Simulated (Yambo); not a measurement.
Yambo run on RbCaH3 (cubic perovskite, space group Pm-3m, No. 221). The wavefunctions are LDA (pw.x of Quantum ESPRESSO, ONCV potentials, scalar-relativistic) ones on a 4×4×4 mesh (11 occupied bands); a = 4.521 Å, b = 4.521 Å, c = 4.521 Å, α = 90.00°, β = 90.00°, γ = 90.00°.

Yambo input:

```
rim_cut
gw0
dyson
el_el_corr
HF_and_locXC
ppa
em1d
RandQpts= 1000000
RandGvec= 1 Ry
EXXRLvcs= 74 Ry
VXCRLvcs= 296 Ry
Chimod= "HARTREE"
% BndsRnXp
 1 | 56 |
%
NGsBlkXp= 8 Ry
% LongDrXp
 1.0 | 1.0 | 1.0 |
%
PPAPntXp= 27.2114 eV
% GbndRnge
 1 | 56 |
%
GTermKind= "BG"
DysSolver= "n"
ExtendOut
% QPkrange
 6 | 6 | 11 | 12 |
%
```

k points by index: 6 = M.

The o-*.qp file then holds:

```
#    K-point    Band    Eo [eV]    E [eV]    E-Eo [eV]    Vxc [eV]    Vnlxc [eV]    Sc|Eo [eV]    Sc|E [eV]    dSc/dw|Eo [eV]    Re(Z)    Im(Z)
#
    6    11    0.000000    -1.392538    -1.392538    -10.61795    -14.20124    1.833669    2.190760    -6.976989    0.795921    -0.001862
    6    12    2.918158    4.187395    1.269237    -8.652605    -3.933411    -3.209401    -3.449957    -5.156720    0.840683    -0.001329
```
(The two width columns are left out.) Convergence of these settings isn't established.

Geometry of the Materials Project entry, not relaxed at this level.
